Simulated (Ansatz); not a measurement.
HfO2:
```
HfO2
1.0
    3.23976     0.00000     0.00000
   -1.61988     2.80571     0.00000
    0.00000     0.00000     4.66381
Hf O
1 2
Direct
  0.00000   0.00000   0.00000
  0.33333   0.66667   0.20843
  0.66667   0.33333   0.79157
```

The program Ansatz at the PBE+D3(BJ) level (PAW) gives a gap of 4.48 eV without spin–orbit coupling, maximum on the K–Γ line, 66 % of the way from K, minimum at M.

### Question
What happens when spin–orbit coupling is switched on?

### Answer
The gap stays essentially unchanged, to 4.48 eV; maximum on the K–Γ line, 66 % of the way from K, minimum at M.

### Question
Give the electron effective mass with spin–orbit coupling.

### Answer
1.1, 1.4, 3.4 mₑ (principal values).

### Question
Give the hole effective mass with spin–orbit coupling.

### Answer
2.1, 2.3, 3.0 mₑ (principal values).

Space group P-3m1 (CdI2 type). A made-up cell: these elements were put on the sites of a structure type; neither database checked (COD, Materials Project) lists it. It is not the phase usual at ambient conditions (space group No. 14, 29). The PBE+D3(BJ) relaxation kept the symmetry of its start; whether a distortion lowers the energy is not shown. The run is not spin-polarised.

Potentials: the earlier of the program's two PAW sets.
